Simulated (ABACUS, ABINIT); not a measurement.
Given: the input of a run of ABACUS 3.10.1 on WS. The cell comes from a database or a generator and needn't be the stable form of this composition.

INPUT

```
INPUT_PARAMETERS
suffix              WS
calculation         scf
basis_type          pw
pseudo_dir          ./
symmetry            1
dft_functional      pbe
ecutwfc             74
pseudo_rcut         7
nspin               1
nbands              14
ks_solver           dav
smearing_method     fd
smearing_sigma      0.00367493
scf_thr             1e-08
scf_nmax            100
mixing_type         broyden
mixing_beta         0.7
cal_force           1
cal_stress          1
kpar                4
```

File STRU:

```
ATOMIC_SPECIES
W 183.8400 W.upf
S 32.0600 S.upf

LATTICE_CONSTANT
1.8897261246

LATTICE_VECTORS
-2.1564652700 2.1564652700 2.4747265300
2.1564652700 -2.1564652700 2.4747265300
2.1564652700 2.1564652700 -2.4747265300

ATOMIC_POSITIONS
Direct

W
0.0
1
0.5000000000 0.5000000000 0.0000000000 1 1 1

S
0.0
1
0.0000000000 0.0000000000 0.0000000000 1 1 1
```

File KPT:

```
K_POINTS
0
Gamma
9 9 9 0 0 0
```

Potentials or basis: PseudoDojo NC SR 0.4.1 PBE standard, plane waves.

Launch:

```bash
$ OMP_NUM_THREADS=1 mpirun -np 4 abacus > log
```

Task: Translate it to ABINIT 10.8.3 (patched build). Potentials or basis there: JTH PAW PBE v2.0, cutoff 544 eV.

Result: As run (cutoffs and basis follow the program's own potentials, and thresholds, step limits or extra output files can differ):

run.abi

```
# Pseudopotentials
pp_dirpath "./"
pseudos "W.GGA_PBE-JTH.xml, S.GGA_PBE-JTH.xml"

# Structure
structure "poscar:POSCAR"
natom 2

# Plane-wave basis
ecut 20.0
pawecutdg 40.0
pawxcdev 0

# k points
kptopt 1
ngkpt 9 9 9
nshiftk 1
shiftk 0.0 0.0 0.0

# Exchange and correlation
ixc 11

# Bands and occupations
nband 14
occopt 3
tsmear 0.00183747

# SCF cycle
nstep 100
tolvrs 1.0e-9

# Output
iomode 3
prtwf 0
prtden 0
prteig 0
prtebands 0
```

The input POSCAR:

```
WS
1.0
   -2.1564652700      2.1564652700      2.4747265300
    2.1564652700     -2.1564652700      2.4747265300
    2.1564652700      2.1564652700     -2.4747265300
W S
1 1
Direct
    0.5000000000      0.5000000000      0.0000000000  W
    0.0000000000      0.0000000000      0.0000000000  S
```

Potentials or basis: JTH PAW PBE v2.0.

Launch:

```console
$ abinit run.abi > log 2>&1
```

Both were run:

|  | ABACUS | ABINIT |
| --- | --- | --- |
| Pressure | -23.6 GPa | -23.8 GPa |

The cell lies far from this level's equilibrium.

Pressure is positive in compression.
